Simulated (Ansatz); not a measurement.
Input for Ansatz (plane-wave DFT, PAW):

```yaml
crystal:
  lattice:
    - [6.4428966774, 0.0, 0.0]
    - [-3.2214483387, 5.5797121966, 0.0]
    - [0.0, 0.0, 4.0673427133]
  atoms:
    - { symbol: Tl, position: [0.0, 0.5, 0.0] }
    - { symbol: Tl, position: [0.5, 0.0, 0.0] }
    - { symbol: Tl, position: [0.5, 0.5, 0.0] }
    - { symbol: Pt, position: [0.0, 0.0, 0.0] }
    - { symbol: Pt, position: [0.6666666667, 0.3333333333, 0.5] }
    - { symbol: Pt, position: [0.3333333333, 0.6666666667, 0.5] }
basis:
  ecutwfc: 420
kpoints:
  mp_grid: { grid: [6, 6, 10] }
hamiltonian:
  xc: pbesol
scf:
  occupations: { method: gaussian, width: 0.1 }
output:
  forces: true
  stress: true
  eigenvalues: true
  write_density: true
  write_potential: true
  elf: true
  volumetric_format: npy
relax:
  adjacent_minimum: "off"
  f_tol: 0.01
  max_steps: 30
  cell: { stress_tol: 0.1, fix: [volume] }
```

Run as
```bash
ansatz run input.yaml --threads 2 --pin off --max-ram 5120MiB --backend cpu --events-out ev --progress --plain --runs-dir out
```

Method: DFT PBEsol, scalar-relativistic, plane waves, PAW in Ansatz.

Part of what the program printed, abridged (iterations and final results):

```
SCF iter   1: F=—  HF=-71034.864421 eV  |F-HF|=—  |Δ(HF+E_count)|=         —  Δρ=5.69e-3  dr2=6.51e-2  ethr=1.77e-3  ⟨swp⟩=5.9  Hψ=8345  notcnv=0  defer=14
SCF iter   2: F=—  HF=-71034.855648 eV  |F-HF|=—  |Δ(HF+E_count)|=   8.77e-3  Δρ=3.74e-3  dr2=1.69e-2  ethr=7.00e-5  ⟨swp⟩=2.0  Hψ=4305  notcnv=0  defer=47
SCF iter   3: F=—  HF=-71034.850320 eV  |F-HF|=—  |Δ(HF+E_count)|=   5.33e-3  Δρ=6.45e-4  dr2=1.15e-3  ethr=1.82e-5  ⟨swp⟩=2.0  Hψ=3675  notcnv=0  defer=47
SCF iter   4: F=—  HF=-71034.850093 eV  |F-HF|=—  |Δ(HF+E_count)|=   2.28e-4  Δρ=1.58e-4  dr2=6.34e-5  ethr=1.23e-6  ⟨swp⟩=2.0  Hψ=3519  notcnv=0  defer=47
SCF iter   5: F=—  HF=-71034.850094 eV  |F-HF|=—  |Δ(HF+E_count)|=   1.53e-6  Δρ=6.30e-5  dr2=7.25e-6  ethr=6.82e-8  ⟨swp⟩=2.0  Hψ=3708  notcnv=0  defer=47
SCF iter   6: F=—  HF=-71034.850093 eV  |F-HF|=—  |Δ(HF+E_count)|=   1.06e-6  Δρ=1.58e-5  dr2=2.63e-7  ethr=7.80e-9  ⟨swp⟩=2.1  Hψ=3745  notcnv=0  defer=47
SCF iter   7: F=—  HF=-71034.850094 eV  |F-HF|=—  |Δ(HF+E_count)|=   1.65e-7  Δρ=8.38e-6  dr2=2.03e-7  ethr=1.08e-10  ⟨swp⟩=12.5  Hψ=15176  notcnv=0
SCF iter   8: F=-71034.850094 eV  HF=-71034.850094 eV  |F-HF|=4.29e-9  |Δ(HF+E_count)|=   1.63e-9  Δρ=1.57e-6  dr2=6.64e-9  ethr=1.08e-10  ⟨swp⟩=6.1  Hψ=12688  notcnv=0
SCF 1 converged in 8 iterations: F = -71034.850094 eV  dr2 = 6.64e-9
relax step   1: F+E_penalty+E_count = -71034.85009356 eV  Δ(F+E_penalty+E_count) = +0.000e0 eV  max|allowed force component| = 3.200e-17 eV/Å  Δτ_max = 0.0000 Å  P = -4.073 GPa  Ω = 146.219 Å³  fix = [volume]  reactions: volume -4.073 GPa (8 SCF iters, dr2 threshold 1.00e-7 eV, accepted)
Basis set: ecut = 420 eV, 2857 PW (Γ), exchange–correlation on 90×90×60 points (8 copies of the dense FFT grid, shifted against one another)
Initial density: handed on by an earlier stage of this run
Initial wavefunctions: those handed on with the density
SCF iter   1: F=—  HF=-71034.857621 eV  |F-HF|=—  |Δ(HF+E_count)|=         —  Δρ=1.34e-3  dr2=2.53e-3  ethr=2.86e-6  ⟨swp⟩=2.1  Hψ=11540  notcnv=0
SCF iter   2: F=—  HF=-71034.857488 eV  |F-HF|=—  |Δ(HF+E_count)|=   1.33e-4  Δρ=8.07e-4  dr2=1.26e-3  ethr=2.72e-6  ⟨swp⟩=2.1  Hψ=3845  notcnv=0
SCF iter   3: F=—  HF=-71034.857275 eV  |F-HF|=—  |Δ(HF+E_count)|=   2.13e-4  Δρ=2.94e-4  dr2=1.01e-4  ethr=1.35e-6  ⟨swp⟩=2.0  Hψ=3925  notcnv=0
SCF iter   4: F=—  HF=-71034.857268 eV  |F-HF|=—  |Δ(HF+E_count)|=   6.40e-6  Δρ=9.92e-5  dr2=2.28e-5  ethr=1.09e-7  ⟨swp⟩=2.0  Hψ=4137  notcnv=0
SCF iter   5: F=—  HF=-71034.857266 eV  |F-HF|=—  |Δ(HF+E_count)|=   2.18e-6  Δρ=1.75e-5  dr2=9.03e-7  ethr=2.46e-8  ⟨swp⟩=1.8  Hψ=2443  notcnv=0
SCF iter   6: F=-71034.857266 eV  HF=-71034.857266 eV  |F-HF|=2.52e-8  |Δ(HF+E_count)|=   1.27e-8  Δρ=3.88e-6  dr2=3.50e-8  ethr=6.45e-10  ⟨swp⟩=9.0  Hψ=14726  notcnv=0
SCF 2 converged in 6 iterations: F = -71034.857266 eV  dr2 = 3.50e-8
relax step   2: F+E_penalty+E_count = -71034.85726593 eV  Δ(F+E_penalty+E_count) = -7.172e-3 eV  max|allowed force component| = 2.968e-17 eV/Å  Δτ_max = 0.0000 Å  P = -3.757 GPa  Ω = 146.219 Å³  energy of the carried Pulay correction = +3.986e-5 eV  fix = [volume]  reactions: volume -3.757 GPa (6 SCF iters, dr2 threshold 6.00e-7 eV, accepted)
Basis set: ecut = 420 eV, 2845 PW (Γ), exchange–correlation on 90×90×60 points (8 copies of the dense FFT grid, shifted against one another)
SCF iter   1: F=—  HF=-71034.862758 eV  |F-HF|=—  |Δ(HF+E_count)|=         —  Δρ=1.80e-3  dr2=3.85e-3  ethr=4.26e-6  ⟨swp⟩=1.6  Hψ=11869  notcnv=0
SCF iter   2: F=—  HF=-71034.862515 eV  |F-HF|=—  |Δ(HF+E_count)|=   2.43e-4  Δρ=1.09e-3  dr2=1.68e-3  ethr=4.14e-6  ⟨swp⟩=2.0  Hψ=3988  notcnv=0
SCF iter   3: F=—  HF=-71034.862144 eV  |F-HF|=—  |Δ(HF+E_count)|=   3.71e-4  Δρ=2.93e-4  dr2=1.14e-4  ethr=1.81e-6  ⟨swp⟩=2.0  Hψ=4009  notcnv=0
SCF iter   4: F=—  HF=-71034.862113 eV  |F-HF|=—  |Δ(HF+E_count)|=   3.09e-5  Δρ=1.07e-4  dr2=3.01e-5  ethr=1.23e-7  ⟨swp⟩=2.0  Hψ=4143  notcnv=0
SCF iter   5: F=—  HF=-71034.862110 eV  |F-HF|=—  |Δ(HF+E_count)|=   2.94e-6  Δρ=1.90e-5  dr2=6.64e-7  ethr=3.23e-8  ⟨swp⟩=2.0  Hψ=2521  notcnv=0
SCF iter   6: F=-71034.862110 eV  HF=-71034.862110 eV  |F-HF|=3.68e-8  |Δ(HF+E_count)|=   2.92e-8  Δρ=4.80e-6  dr2=5.29e-8  ethr=4.01e-10  ⟨swp⟩=9.2  Hψ=15263  notcnv=0
SCF 3 converged in 6 iterations: F = -71034.862110 eV  dr2 = 5.29e-8
relax step   3: F+E_penalty+E_count = -71034.86211035 eV  Δ(F+E_penalty+E_count) = -4.844e-3 eV  max|allowed force component| = 2.255e-17 eV/Å  Δτ_max = 0.0000 Å  P = -3.265 GPa  Ω = 146.219 Å³  energy of the carried Pulay correction = +9.867e-5 eV  fix = [volume]  reactions: volume -3.265 GPa (6 SCF iters, dr2 threshold 3.73e-7 eV, accepted)
Basis set: ecut = 420 eV, 2833 PW (Γ), exchange–correlation on 90×90×60 points (8 copies of the dense FFT grid, shifted against one another)
SCF iter   1: F=—  HF=-71034.862491 eV  |F-HF|=—  |Δ(HF+E_count)|=         —  Δρ=5.24e-4  dr2=3.04e-4  ethr=3.07e-7  ⟨swp⟩=2.8  Hψ=11859  notcnv=0
SCF iter   2: F=—  HF=-71034.862479 eV  |F-HF|=—  |Δ(HF+E_count)|=   1.20e-5  Δρ=3.12e-4  dr2=1.34e-4  ethr=3.07e-7  ⟨swp⟩=2.2  Hψ=3978  notcnv=0
SCF iter   3: F=—  HF=-71034.862449 eV  |F-HF|=—  |Δ(HF+E_count)|=   3.01e-5  Δρ=7.65e-5  dr2=8.17e-6  ethr=1.44e-7  ⟨swp⟩=2.0  Hψ=3967  notcnv=0
SCF iter   4: F=—  HF=-71034.862440 eV  |F-HF|=—  |Δ(HF+E_count)|=   9.14e-6  Δρ=2.95e-5  dr2=2.27e-6  ethr=8.78e-9  ⟨swp⟩=2.0  Hψ=4183  notcnv=0
SCF iter   5: F=—  HF=-71034.862440 eV  |F-HF|=—  |Δ(HF+E_count)|=   2.30e-7  Δρ=5.44e-6  dr2=5.19e-8  ethr=2.44e-9  ⟨swp⟩=2.0  Hψ=2556  notcnv=0
SCF iter   6: F=—  HF=-71034.862440 eV  |F-HF|=—  |Δ(HF+E_count)|=  4.80e-10  Δρ=1.39e-6  dr2=4.70e-9  ethr=5.58e-11  ⟨swp⟩=2.2  Hψ=2853  notcnv=0
SCF iter   7: F=-71034.862440 eV  HF=-71034.862440 eV  |F-HF|=1.60e-10  |Δ(HF+E_count)|=  1.46e-11  Δρ=3.14e-7  dr2=2.33e-10  ethr=1.00e-12  ⟨swp⟩=5.3  Hψ=11873  notcnv=0
SCF 4 converged in 7 iterations: F = -71034.862440 eV  dr2 = 2.33e-10
relax step   4: F+E_penalty+E_count = -71034.86243978 eV  Δ(F+E_penalty+E_count) = -3.294e-4 eV  max|allowed force component| = 2.390e-17 eV/Å  Δτ_max = 0.0000 Å  P = -3.108 GPa  Ω = 146.219 Å³  energy of the carried Pulay correction = +1.166e-4 eV  fix = [volume]  reactions: volume -3.108 GPa (7 SCF iters, accepted)
Basis set: ecut = 420 eV, 2833 PW (Γ), exchange–correlation on 90×90×54 points (8 copies of the dense FFT grid, shifted against one another)
Initial wavefunctions: pseudopotential atomic-orbital guess (no wavefunctions were taken with the density)
SCF iter   1: F=—  HF=-71034.862317 eV  |F-HF|=—  |Δ(HF+E_count)|=         —  Δρ=6.88e-5  dr2=8.17e-7  ethr=1.51e-7  ⟨swp⟩=3.2  Hψ=14508  notcnv=0
SCF iter   2: F=—  HF=-71034.862334 eV  |F-HF|=—  |Δ(HF+E_count)|=   1.78e-5  Δρ=1.25e-5  dr2=9.80e-8  ethr=8.78e-10  ⟨swp⟩=2.0  Hψ=4306  notcnv=0
SCF iter   3: F=—  HF=-71034.862334 eV  |F-HF|=—  |Δ(HF+E_count)|=   3.52e-8  Δρ=3.50e-6  dr2=1.15e-8  ethr=1.05e-10  ⟨swp⟩=2.0  Hψ=4295  notcnv=0
SCF iter   4: F=—  HF=-71034.862334 eV  |F-HF|=—  |Δ(HF+E_count)|=   2.12e-9  Δρ=6.19e-7  dr2=4.17e-10  ethr=1.23e-11  ⟨swp⟩=2.0  Hψ=4032  notcnv=0
SCF iter   5: F=-71034.862334 eV  HF=-71034.862334 eV  |F-HF|=0.00e0  |Δ(HF+E_count)|=    0.00e0  Δρ=1.33e-7  dr2=1.62e-11  ethr=1.00e-12  ⟨swp⟩=7.0  Hψ=10952  notcnv=0
SCF 5 converged in 5 iterations: F = -71034.862334 eV  dr2 = 1.62e-11
SCF converged after 5 iterations
Free energy (F): -71034.862334 eV
Harris-Foulkes:  -71034.862334 eV  (|F-HF|=0.00e0)
Internal energy: -71034.839336 eV  (E = F + TS)
E sigma→0 (E₀):  -71034.850835 eV
Entropy (-TS):   -0.022998 eV (-3.833 meV/atom)
Fermi energy:    12.047959 eV
--- Per-component energies (eV) ---
  E_band       = -848.000765
  E_kinetic    = 2927.483589
  E_local      = -9808.118804  (includes V_loc(G=0)·N_el)
  E_nonlocal   = 1573.250763
  E_hartree    = 3750.651675
  E_xc         = -1459.134343
  E_vxc        = -1324.002580  (∫ρ·V_xc dr)
  E_paw        = -58016.757701  (= ΣΔE_a)
  E_vpaw       = -1717.917459  (= ΣTr[D̂ρ^β])
  E_aug_tail   = 0.000644  (compensation charges beyond the density's cutoff)
  E_ewald      = -10003.190898
  E_core_change = 0.975739  (= ΣΔE_core)
  E_smearing   = -0.022998  (= −TS)
--- Forces (eV/Å), atoms counted from 1 ---
  atom   1  Tl     0.00000000     0.00000000     0.00000000
  atom   2  Tl     0.00000000     0.00000000     0.00000000
  atom   3  Tl     0.00000000     0.00000000     0.00000000
  atom   4  Pt     0.00000000     0.00000000     0.00000000
  atom   5  Pt     0.00000000     0.00000000     0.00000000
  atom   6  Pt     0.00000000     0.00000000     0.00000000
--- Stress (GPa, compression-positive) ---
       -3.104795       0.000000       0.000000
        0.000000      -3.104795       0.000000
        0.000000       0.000000      -3.117524
  P = ⅓ Tr σ = -3.1090 GPa (-31.090 kbar)
--- Band table (eV; the first three rows and the last of 42) ---
  k-point 0: bands = ["-85.8043", "-85.8041", "-84.4395", "-40.2323", "-40.2312", "-39.9481", "-39.9481", "-39.9435", "-39.9435", "-38.6966", "-38.6966", "-38.5857", "-0.2816", "0.2889", "0.2889", "0.3501", "0.3970", "0.3970", "0.4615", "0.7219", "0.7219", "0.8721", "0.8721", "0.9486", "0.9486", "0.9804", "1.2336", "2.4331", "6.1763", "6.4343", "6.4343", "8.6839", "8.6839", "9.0635", "9.0635", "9.2697", "10.1495", "10.1495", "10.2728", "10.2728", "10.6342", "10.7605", "11.3258", "11.3258", "11.5656", "11.5656", "11.7437", "11.7437", "11.7741", "13.7362", "17.6962", "18.5719", "18.5719", "18.6017", "20.4783", "20.4783"]
  k-point 1: bands = ["-85.8043", "-85.8041", "-84.4395", "-40.2324", "-40.2317", "-39.9480", "-39.9480", "-39.9436", "-39.9436", "-38.6966", "-38.6966", "-38.5860", "-0.2523", "0.2918", "0.2918", "0.3072", "0.4133", "0.4133", "0.4870", "0.7301", "0.7301", "0.8609", "0.8609", "0.9542", "0.9542", "0.9756", "1.2339", "2.5250", "6.3666", "6.3932", "6.3932", "8.7648", "8.7648", "9.0991", "9.0991", "9.2419", "9.9046", "9.9046", "10.3035", "10.3035", "10.6499", "10.8279", "11.2821", "11.2821", "11.5832", "11.5832", "11.6831", "12.0088", "12.0088", "12.9571", "18.6775", "18.6775", "18.7004", "18.7179", "18.7179", "18.7767"]
  k-point 2: bands = ["-85.8042", "-85.8041", "-84.4395", "-40.2329", "-40.2328", "-39.9477", "-39.9477", "-39.9437", "-39.9437", "-38.6966", "-38.6966", "-38.5866", "-0.1766", "0.2015", "0.2961", "0.2961", "0.4567", "0.4567", "0.5502", "0.7503", "0.7503", "0.8322", "0.8322", "0.9633", "0.9737", "0.9737", "1.2345", "2.8083", "6.3050", "6.3050", "6.9092", "8.9240", "8.9240", "9.0612", "9.0612", "9.1108", "9.5928", "9.5928", "10.4299", "10.4299", "10.6799", "10.6950", "11.2118", "11.2118", "11.2482", "11.6516", "11.6516", "12.2961", "12.4620", "12.4620", "16.9014", "16.9489", "16.9489", "18.9495", "18.9495", "18.9795"]
  k-point 41: bands = ["-85.8042", "-85.8042", "-84.4395", "-40.2349", "-40.2349", "-39.9473", "-39.9455", "-39.9455", "-39.9438", "-38.6965", "-38.6965", "-38.5881", "0.2611", "0.2611", "0.4219", "0.4254", "0.4254", "0.6211", "0.7131", "0.7431", "0.7431", "0.7870", "0.8255", "0.8255", "0.8748", "0.8748", "0.9784", "4.9955", "4.9955", "5.5307", "8.1212", "8.1212", "8.8733", "8.8733", "8.9092", "8.9533", "9.7602", "9.7602", "10.1886", "10.1886", "10.2162", "10.4541", "10.8273", "10.8273", "11.3418", "11.3418", "11.9554", "12.1926", "13.0054", "15.1956", "15.1956", "16.4835", "17.0381", "17.0381", "17.6212", "17.6212"]
--- Relaxed structure (4 steps of the walk, 4 accepted, 1 SCFs on fresh bases) ---
  F+E_penalty+E_count = -71034.86233431 eV   max|allowed force component| = 2.988e-17 eV/Å   (the final SCF, on the basis selected at the relaxed cell)
  cell:  # Å, volume = 146.2190 Å³
    - [6.54020197, 0.0, 0.0]
    - [-3.27010098, 5.66398105, 0.0]
    - [0.0, 0.0, 3.94721498]
  atoms:
    - { symbol: Tl, position: [0.0, 0.49999999, 0.0] }
    - { symbol: Tl, position: [0.49999999, 0.0, 0.0] }
    - { symbol: Tl, position: [0.49999999, 0.49999999, 0.0] }
    - { symbol: Pt, position: [0.0, 0.0, 0.0] }
    - { symbol: Pt, position: [0.66666666, 0.33333333, 0.5] }
    - { symbol: Pt, position: [0.33333333, 0.66666666, 0.5] }
```

The relaxation met its thresholds.

It took 28 s on 2 threads of Intel(R) Xeon(R) 6975P-C (Granite Rapids), on a shared host, peak memory 0.65 GiB.

Spin–orbit coupling is left out, which can shift energies with elements as heavy as these.